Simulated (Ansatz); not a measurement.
**Question.** Each is relaxed and computed with PBE in the plane-wave PAW code Ansatz. Which is the only metal?
(A) SiC, wurtzite
(B) SiB12C2, R-3m (B on 18h, B on 18h, C on 6c, Si on 3b)
(C) ScPd3C, anti-perovskite
(D) SiCO4, I-4 (Si on 2a, C on 2c, O on 8g)

**Answer.** C, ScPd3C, anti-perovskite. ScPd3C: metal; SiC: gap 2.31 eV (indirect); SiB12C2: gap 1.61 eV (indirect); SiCO4: gap 6.89 eV (indirect). Typed or built starts, not in the databases checked: ScPd3C, anti-perovskite; SiB12C2, R-3m (B on 18h, B on 18h, C on 6c, Si on 3b); SiCO4, I-4 (Si on 2a, C on 2c, O on 8g). All cells were relaxed under the symmetry of their starts (and spin orders); stability against distortions was not tested throughout. Named crystals with no word on spin ran without spin polarisation. Spin–orbit coupling is left out wherever it is not named.

Potentials: the earlier of the program's two PAW sets.
